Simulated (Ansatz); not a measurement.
Fe3Ge2 in space group P-6m2 (No. 187; Fe on 2g, Fe on 1e, Ge on 1f, Ge on 1c) under volume change, PBEsol (plane waves, PAW; program Ansatz), shape and atoms relaxed at each volume.

```csv
V (Å³/atom),E − E(relaxed) (meV/atom),P (GPa)
11.822,64.6,19.49
12.212,26.9,11.73
12.602,6.4,5.39
12.991,0.0,0.00
13.381,…,…
13.771,…,…
14.161,46.3,-11.71
```

**Question.** Fill in the missing entries.

**Answer.** 
- 13.381, E − E(relaxed) (meV/atom): 5.6
- 13.381, P (GPa): -4.52
- 13.771, E − E(relaxed) (meV/atom): 21.5
- 13.771, P (GPa): -8.46

**Question.** What does a third-order Birch–Murnaghan fit give for V₀, B₀ and B′?

**Answer.** V₀ = 12.99 Å³/atom, B₀ = 166 GPa, B′ = 4.7.

The first step of the workflow began from a Materials Project structure, measured or hypothetical; the Crystallography Open Database copy checked does not list it. Whether it is the stable phase at ambient conditions was not checked. The cell was relaxed with PBEsol under the symmetry of its start; whether a distortion lowers the energy is not shown. Spin order of the final state: ferromagnetic, the only order run, not a proven ground state.

Potentials: the later of the program's two PAW sets.
